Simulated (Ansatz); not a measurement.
## MoPt (P-6m2): total moment held at 0.7 μB

These are results of Ansatz, DFT, r2SCAN, all-electron PAW with datasets made for the crystal, scalar-relativistic, not measurements.

Command: `ansatz run input.yaml --threads 1 --pin off --max-ram 3072MiB --backend cpu --events-out ev --progress --plain --runs-dir out`

```yaml
crystal:
  lattice:
    - [2.8214747274, 0.0, 0.0]
    - [-1.4107373637, 2.44346879, 0.0]
    - [0.0, 0.0, 4.527088]
  atoms:
    - { symbol: Mo, position: [0.6666666667, 0.3333333333, 0.0], spin: 0.35 }
    - { symbol: Pt, position: [0.3333333333, 0.6666666667, 0.5], spin: 0.35 }
magnetization:
  spin_polarized: true
  initial_magnetization: 0.7
  spin_locking: { lock_magnetization: hard }
kpoints:
  mp_grid: { grid: [16, 16, 9] }
scf:
  occupations: { method: fermi_dirac, width: 0.05 }
  lower_state_search: "off"
hamiltonian:
  xc: r2scan
  pseudopotentials: { kind: all_electron, datasets: crystal }
output:
  forces: true
  stress: true
  eigenvalues: false
```

Output:

```
Warning: This run holds its total moment fixed (magnetization.spin_locking.lock_magnetization: hard) and mixes its density by anderson or broyden (scf.mixing.algorithm, typed or taken by auto). Slabs with a fixed moment have converged under broyden above another state at the same moment, at the default mixing steps and at smaller ones, and under scf.lower_state_search: standard, light or off a sta …
settings of this run that can trade accuracy for cost: output.eigenvalues: false. Do not mix this run's numbers with those of runs without the same settings; the input reference describes each key
hamiltonian.pseudopotentials.datasets: crystal makes datasets for this crystal and solves the spheres of its atoms anew in each pass: cutoff 260.0 eV, the density's 1820.0 eV; for an error of 0.50 meV an atom under PBE, 1.0 meV for the cell; an energy difference from a run of another recipe may be off by several times the error for the cell, under r2SCAN by more, where some 0.1 meV an atom stays a …
Engine: ansatz 0.2.0
Pseudopotentials: kind: all_electron
Pseudopotential: Mo, paw, valence charge 14, recommended cutoff 260 eV (normal), crystal/all_electron/r2scan/scalar/gaussian/Mo, Koelling and Harmon's equation, gaussian nucleus
Pseudopotential: Pt, paw, valence charge 18, recommended cutoff 260 eV (normal), crystal/all_electron/r2scan/scalar/gaussian/Pt, Koelling and Harmon's equation, gaussian nucleus
Functional definition: r2SCAN
  parameter k0 = 0.174
  parameter k1 = 0.065
  parameter a1 = 4.9479
  exchange = r2scan_x(k0 = k0, k1 = k1, a1 = a1)
  correlation = r2scan_c
Crystal: 2 atoms, lattice volume = 31.211 Å³
Basis set: ecut = 260 eV, 311 PW (Γ), exchange–correlation on 60×60×96 points (27 copies of the dense FFT grid, shifted against one another)
Bands: 21, of which v1, the nominal top of the filled ones, is band 16 counted from 1 (15 counted from 0)
Symmetry: 12 space group operations
Space group: P-6m2 (ITA 187), of the structure as read, at distance tolerance 3.1e-5 Å
Magnetic group: BNS 187.209 (UNI 1439), of the structure as read, at distance tolerance 3.1e-5 Å
k-points: 150 of 2304 (time reversal used)
Non-local potential: Mo, projectors of the file, l = 0: 2, l = 1: 2, l = 2: 2
Non-local potential: Pt, projectors of the file, l = 0: 3, l = 1: 2, l = 2: 2
PAW form: soft (Blöchl's): semilocal exchange-correlation on the pseudo side does not see the compensation charge
PAW one-centre angular grid: Mo, 590 points (default); XC on its mesh's 1883 points in the sphere
PAW one-centre angular grid: Pt, 590 points (default); XC on its mesh's 1817 points in the sphere
Initial density: superposition of atomic densities (chi_scale 0.1, normalization cell)
Starting moments: Σ|m| = 0.7 μB on 2 of 2 sites
Initial wavefunctions: pseudopotential atomic-orbital guess
Functional: x = r2scan, c = r2scan; τ floored in thin density (d = 2e-4 eV/Å³)
iter 1 solved again at ethr=1.37e-2 eV; its pass at ethr=1.00e-1 eV (dr2=4.39e0 eV) is discarded
SCF iter   1: F=—  HF=-611210.481220 eV  |F-HF|=—  |Δ(HF+E_count)|=         —  Δρ=6.03e-2 (↑6.03e-2 ↓5.39e-2)  dr2=4.59e0  dr2_τ=5.41e-3  dr2_m=7.39e-3  M=0.700 μB ∫|m|=0.700 μB  β_m=1.20  ethr=1.37e-2  ⟨swp⟩=2.1  Hψ=31641  notcnv=0
preconditioner: auto → none  [metal: Δε(μ)=0.010 eV  Ē_g=8.010 eV  σ=0.050 eV  W_gap=0.05  n_scr=8 (ndim 8)  ℏωp=26.6 eV  f_vac=0.000  D(μ)=1.51/eV (n_scr^D=22)  sad-step TF]
[...]
SCF iter  13: F=—  HF=-611209.668133 eV  |F-HF|=—  |Δ(HF+E_count)|=   1.37e-6  Δρ=1.64e-5 (↑1.31e-5 ↓1.64e-5)  dr2=1.24e-7  dr2_τ=2.21e-10  dr2_m=3.50e-9  M=0.700 μB ∫|m|=0.701 μB  β_m=1.20  ethr=3.56e-9  ⟨swp⟩=3.0  Hψ=13341  notcnv=0  κ⁻¹=1.5e-8(r=8)
SCF iter  14: F=—  HF=-611209.668133 eV  |F-HF|=—  |Δ(HF+E_count)|=   3.95e-8  Δρ=5.33e-6 (↑5.03e-6 ↓5.33e-6)  dr2=9.85e-9  dr2_τ=2.53e-11  dr2_m=2.17e-9  M=0.700 μB ∫|m|=0.701 μB  β_m=1.20  ethr=3.88e-10  ⟨swp⟩=3.0  Hψ=13645  notcnv=0  κ⁻¹=5.4e-9(r=8)
SCF iter  15: F=—  HF=-611209.668133 eV  |F-HF|=—  |Δ(HF+E_count)|=   3.14e-9  Δρ=3.54e-6 (↑3.49e-6 ↓3.54e-6)  dr2=4.02e-9  dr2_τ=6.54e-12  dr2_m=4.14e-10  M=0.700 μB ∫|m|=0.701 μB  β_m=1.20  ethr=3.08e-11  ⟨swp⟩=3.0  Hψ=12630  notcnv=0  κ⁻¹=2.0e-8(r=8)
SCF iter  16: F=-611209.668133 eV  HF=-611209.668133 eV  |F-HF|=4.66e-9  |Δ(HF+E_count)|=   7.10e-9  Δρ=2.43e-6 (↑1.81e-6 ↓2.43e-6)  dr2=8.48e-9  dr2_τ=2.19e-11  dr2_m=8.45e-11  M=0.700 μB ∫|m|=0.701 μB  ethr=1.26e-11  ⟨swp⟩=3.0  Hψ=15592  notcnv=0
SCF 1 converged in 16 iterations: F = -611209.668143 eV  dr2 = 8.48e-9
[...]
Spin contamination: -0.0077 ħ² per cell (⟨S²⟩ above its minimum at these occupations)
Per-site moments (μB) at R_I (Å): [(0.41561003415667125, 1.1503651503418764), (0.177729350936024, 1.1503651503418764)]
Free energy (F): -611209.668143 eV
Harris-Foulkes:  -611209.668143 eV  (|F-HF|=4.66e-9)
Internal energy: -611209.653209 eV  (E = F + TS)
E sigma→0 (E₀):  -611209.660676 eV
Entropy (-TS):   -0.014934 eV (-7.467 meV/atom)
Past the cutoff: the bands carry plane waves up to 2.50 times it, of which those up to 1.5 times it add -0.000874 eV an atom, each by itself; the spheres take 0.001039 eV an atom off the energy for waves past 2.50 times it
Past the cutoffs: a stress includes 0.0077 GPa for waves and charges beyond them, in addition to the slope of what the spheres take
In the spheres:  the bands' charges fall short by 2.5e-6 e at most (sound up to 1e-3)
Fermi energy:    25.653846 (↑ 25.929013, ↓ 25.378680) eV
--- Per-component energies (eV) ---
  E_band       = -112.926465
  E_kinetic    = 418.237236
  E_local      = -1642.936340  (includes V_loc(G=0)·N_el)
  E_nonlocal   = 294.820072
  E_hartree    = 924.992799
  E_xc         = -147.932450
  E_vxc        = -220.290231  (∫ρ·V_xc dr)
  E_paw        = -614409.374228  (= ΣΔE_a)
  E_vpaw       = -8469.270242  (= ΣTr[D̂ρ^β])
  E_vtau       = 17.493337  (kinetic-family band-sum trace: ∫τ·v_τ [+ j·A + Jᵃ·Aᵃ] dr)
  E_ewald      = -4286.491468
  E_smearing   = -0.014934  (= −TS)
  E_closure    = 7639.031169  (closes the sum)
  Σ components = -611209.668143   (vs F -611209.668143, Δ=0.00e0)
  The terms above E_closure are by the made datasets' own strengths, without shells solved beside the bands.
--- Forces (eV/Å), atoms counted from 1 ---
  atom   1  Mo     0.00000000    -0.00000000     0.00000000
  atom   2  Pt     0.00000000     0.00000000     0.00000000
  max |Σ_I F_I| component: 1.85e-17 eV/Å
--- Stress (GPa, compression-positive) ---
       -6.048590       0.000000       0.000000
        0.000000      -6.048590       0.000000
        0.000000       0.000000      -3.563116
  P = ⅓ Tr σ = -5.2201 GPa (-52.201 kbar)
settings of this run that can trade accuracy for cost: output.eigenvalues: false. Do not mix this run's numbers with those of runs without the same settings; the input reference describes each key
```

Site moments (μB): Mo1 0.42, Pt2 0.18. Cell moment 0.70 μB.

The magnetic group in the log treats spin as a scalar label, without spin–orbit coupling.

The Ansatz runs typed with the search for lower states off end where their start leads. Spin–orbit coupling is left out although heavy atoms are present. r²SCAN is known to give itinerant transition metals moments and polarisation energies that are too large. The magnetic state is the one that this cell and start allow. It needn't be the compound's measured order, which may need a larger cell or be absent.

It took 89 s on 1 thread of Arm Neoverse V2, with other jobs on the host, peak memory 1.4 GiB.
